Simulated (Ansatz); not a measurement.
# CsLiCr2Te2S3: changing the Hubbard U on Cr d

```yaml
crystal:
  lattice:
    - [7.28959, -2.10433, 0.01772]
    - [7.28959, 2.10433, 0.01772]
    - [-2.53315, 0.00000, 7.28100]
  atoms:
    - { symbol: Cs, position: [0.50000, 0.50000, 0.00000] }
    - { symbol: Li, position: [0.00000, 0.00000, 0.50000] }
    - { symbol: Cr, position: [0.32870, 0.32870, 0.43300] }
    - { symbol: Cr, position: [0.67130, 0.67130, 0.56700] }
    - { symbol: Te, position: [0.80672, 0.80672, 0.17427] }
    - { symbol: Te, position: [0.19328, 0.19328, 0.82573] }
    - { symbol: S, position: [0.16358, 0.16358, 0.39713] }
    - { symbol: S, position: [0.83642, 0.83642, 0.60287] }
    - { symbol: S, position: [0.50000, 0.50000, 0.50000] }
```

The cell comes from a database or a generator and needn't be the stable form of this composition.

Kept alike: task projected density of states; functional PBE; k mesh 7 × 7 × 4; occupations fermi-dirac, width 0.05 eV; collinear spin, ferromagnetic start. Program: Ansatz, Ansatz PAW, cutoff 420 eV. The mesh is that of the run's cell of 9 atoms. No spin-orbit coupling.

| Hubbard U on Cr d, U (eV) | pressure (GPa) | largest site moment (μB) |
| --- | --- | --- |
| 2 | 1.61 | 2.93 |
| 4 | 3.14 | 3.16 |
| 6 | 4.59 | 3.33 |
| 8 | 5.86 | 3.44 |

Pressure is positive in compression, with a Pulay correction for the finite cutoff. For a metal such a mesh leaves the last digits unconverged. How U acts hangs on the program's projectors. The runs hold the magnetic state that their start led to, which needn't be the lowest. Site moments count inside each atom's sphere or projector. U is the effective U - J on orthogonalised atomic projectors. Double counting: fully localised limit (the default).

**Question.** What does the Hubbard U on Cr d change here?

**Answer.** The pressure rises from 1.61 to 5.86 GPa between 2 and 8 eV. U localises the shell and weakens its bonds, so the cell pushes outwards. The largest site moment rises from 2.93 to 3.44 μB between 2 and 8 eV.
